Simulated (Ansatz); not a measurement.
MgTl: pressure against volume, fitted

```xyz
2
Lattice="3.6350 0.0000 0.0000 0.0000 3.6350 0.0000 0.0000 0.0000 3.6350" Properties=species:S:1:pos:R:3 pbc="T T T"
Mg    0.0000    0.0000    0.0000
Tl    1.8175    1.8175    1.8175
```

Atom numbers follow the list: Mg1, Tl2.

The cell is COD entry 1523145, as deposited and not checked against the literature; nothing was relaxed. It is an old determination, and later ones may differ.

No spin–orbit coupling, which matters for the heavy atoms here.

Level of theory: DFT, LDA, all-electron LAPW, scalar-relativistic in Ansatz 0.2.0.

Settings: a Γ-centred 9×9×9 k mesh, Fermi–Dirac smearing of 0.05 eV, basis error target 0.5 meV/atom, no spin polarisation.

The cell is scaled evenly. Fractional coordinates are held (clamped ions).

```json
{"V (Å³/atom)": "22.574", "P (GPa)": "0.07"}
{"V (Å³/atom)": "23.054", "P (GPa)": "-0.86"}
{"V (Å³/atom)": "23.535", "P (GPa)": "-1.68"}
{"V (Å³/atom)": "23.775", "P (GPa)": "-2.06"}
{"V (Å³/atom)": "24.015", "P (GPa)": "-2.41"}
{"V (Å³/atom)": "24.255", "P (GPa)": "-2.75"}
{"V (Å³/atom)": "24.495", "P (GPa)": "-3.06"}
{"V (Å³/atom)": "25.456", "P (GPa)": "-4.13"}
```

Q: Fit a third-order Birch–Murnaghan curve to the pressures.

A: P = (3B0/2)(y^(7/2) − y^(5/2))[1 + (3/4)(B0′ − 4)(y − 1)] with y = (V0/V)^(2/3) fits within 0.01 GPa for V0 = 22.609 Å³/atom, B0 = 46.2 GPa and B0′ = 4.76.

Q: Predict the pressure at the withheld volume, 24.976 Å³/atom.

A: There y = 0.9358, so the fit gives -3.63 GPa; the run gave -3.63 GPa.
